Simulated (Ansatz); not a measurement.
Single point in Ansatz 0.2.0 with m-r2SCAN, no spin polarisation. Cutoff 500 eV, PAW datasets, 6×6×6 Γ-centred k mesh, fermi-dirac filling (width 0.1 eV).

Computed maps in the lattice plane spanned by a (left to right, 5.98 Å, 18 points from zero) and b (bottom to top, 5.98 Å, 18 points from zero), 90° apart, at height 0.750 along c. The fields are smooth PAW ones with compensation charges, not the true ones near nuclei.

Valence density. Digits on a logarithmic scale: 0 up to 0.03 e/Å³, each further digit a factor of 1.6, 9 from 1.3 e/Å³ up:
```
122212343221000000
222210011222211112
332100000222223443
532000000122345776
742000000012358999
852000000002479999
953000000001479999
853100000001369999
642210000001347898
332221000001234555
222221000012222322
011222221112321100
000124554322220000
000147998521100000
000259999731000000
000259999740000000
001248999630000000
112235776420000000
```

ELF. Ten even steps from '0' (0.00) to '9' (0.80):
```
011000331000000000
011000000011000110
100000000111001221
210000000110012333
321000000000123212
321000000000232000
331000000001231000
321000000000232001
210000000000123333
110111000000012232
000110000000001111
000000010001110000
000001575000110000
000028999500000000
000069989820000000
000069869930000000
000049999720000000
011005897200000000
```

Q: The cell is SnF5. Which atoms lie within 0.2 Å of this plane, and where (fractions of a and b)?

A: Sn at (0.88, 0.62), F at (0.38, 0.12). The whole cell:
```xyz
12
Lattice="0.0000 5.9805 0.0000 5.9805 0.0000 0.0000 2.9903 2.9903 -6.1532" Properties=species:S:1:pos:R:3 pbc="T T T"
Sn    5.9805    7.4757   -4.6149
Sn    2.9903    1.4951   -1.5383
F     2.9903    4.4854   -4.6149
F     5.9805    4.4854   -1.5383
F     1.6047    3.3252   -0.3227
F     4.1504    6.0901   -3.3993
F     4.3758    5.6456   -0.3227
F     1.8301    2.8807   -3.3993
F     7.3661    5.6456   -5.8305
F     4.8204    2.8807   -2.7539
F     4.5950    3.3252   -5.8305
F     7.1407    6.0901   -2.7539
```

Origin: a known structure type with other elements, at an estimated volume, so it need not be a known compound. Caveats: many states at the Fermi level without spin polarisation, so a magnetic state may lie lower; atoms or cell far from equilibrium; m-r2SCAN is r2SCAN with a changed spin dependence that lowers moments.
